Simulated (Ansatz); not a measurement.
Consider the following.

LaGa6Pd:
Space group P4/mmm (No. 123); a = b = 4.3969 Å, c = 7.8561 Å, α = β = γ = 90.00°

```
atom  site  symmetry       x       y       z
----  ----  --------  ------  ------  ------
La      1a     4/mmm  0.0000  0.0000  0.0000
Ga      4i      2mm.  0.0000  0.5000  0.3303
Ga      2h       4mm  0.5000  0.5000  0.1540
Pd      1b     4/mmm  0.0000  0.0000  0.5000
```

This is the r²SCAN-relaxed structure.

Q: All from the program Ansatz at the r²SCAN level (PAW), unless another level is named. Estimate the density of states at the Fermi level.

A: 0.28 states/eV per atom (mean over ±0.08 eV).

Q: Predict the formation energy from the elements (no fitted shifts).

A: -582 meV/atom.

The first step of the workflow began from a Materials Project structure, measured or hypothetical; the Crystallography Open Database copy checked does not list it. Whether it is the stable phase at ambient conditions was not checked. The cell was relaxed with r²SCAN under the symmetry of its start; whether a distortion lowers the energy is not shown. No spin polarisation was allowed. Axis ratios of metals converge slowly with the k-mesh, so a and c are less sure than the volume. The references are the lowest solids computed at this level, not always the standard phases. Spin–orbit coupling is left out wherever it is not named.

Potentials: the later of the program's two PAW sets.
